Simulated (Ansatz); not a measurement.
**Thermal properties of MgCd2S3 from its phonons**

Computed with DFT PBE, scalar-relativistic, plane waves, PAW (Ansatz). Cutoff 420 eV, 6×6×2 k-points (Γ-centred), fixed occupations. No spin polarisation. Phonons by linear response, acoustic sum rule imposed.

Equilibrium structure at this level:
```
CELL_PARAMETERS angstrom
4.14836 0.00000 0.00000
-2.07418 3.59259 0.00000
0.00000 0.00000 20.17020
ATOMIC_POSITIONS crystal
Mg 0.00000 0.00000 0.50224
Mg 0.00000 0.00000 0.83134
Cd 0.66667 0.33333 0.99755
Cd 0.66667 0.33333 0.33955
Cd 0.66667 0.33333 0.66874
Cd 0.00000 0.00000 0.16834
S 0.66667 0.33333 0.12491
S 0.66667 0.33333 0.46689
S 0.66667 0.33333 0.79599
S 0.00000 0.00000 0.29577
S 0.00000 0.00000 0.62479
S 0.00000 0.00000 0.95389
```

It was reached by relaxing an invented guess, and it needn't be the stable form of this composition. The q mesh is coarse, so values between its points are rough. The run warned that its linear response isn't converged on this k mesh, so dielectric tensors, Born charges and infrared intensities are rough, and the frequencies may be too. Modes under 40 cm⁻¹ are poorly fixed.

Force constants from linear response on a 2×2×1 q mesh, interpolated to a fine mesh.

Phonon density of states, in bins of 10 cm⁻¹:
bin centre (cm⁻¹), share of modes (%) and a bar:
```
        5        0.0
       15        0.3 #
       25        0.8 ###
       35        2.2 ########
       45        6.5 #######################
       55        6.0 #####################
       65        5.1 ##################
       75        2.9 ##########
       85        3.9 ##############
       95        2.7 ##########
      105        1.5 #####
      115        2.3 ########
      125        3.4 ############
      135        1.3 ####
      145        0.7 ###
      155        0.9 ###
      165        2.2 ########
      175        3.1 ###########
      185        0.5 ##
      195        0.4 ##
      205        0.5 ##
      215        0.7 ###
      225        1.9 #######
      235        3.8 ##############
      245        8.2 #############################
      255        8.4 ##############################
      265        3.4 ############
      275        7.4 ##########################
      285        2.9 ##########
      295        2.5 #########
      305        5.6 ####################
      315        3.7 #############
      325        2.1 #######
      335        1.4 #####
      345        0.6 ##
      355        0.2 #
      365        0.1
      375        0.0
```

Problem. Give the zero-point energy per atom.

Solution. 34.9 meV.

Problem. How large are the vibrational entropy and heat capacity at 300 K?

Solution. S = 4.06 k_B and C_V = 2.76 k_B per atom, 92 % of the Dulong–Petit value.

Problem. Tabulate them against temperature.

Solution.
```tsv
T (K)	F_vib (meV/atom)	S (k_B/atom)	C_V (k_B/atom)
100	29.3	1.50	1.71
200	9.7	2.99	2.51
300	-20.9	4.06	2.76
400	-59.6	4.87	2.86
500	-104.4	5.52	2.91
600	-154.3	6.05	2.94
700	-208.4	6.50	2.95
800	-266.2	6.90	2.96
900	-327.2	7.25	2.97
1000	-391.0	7.56	2.98
```
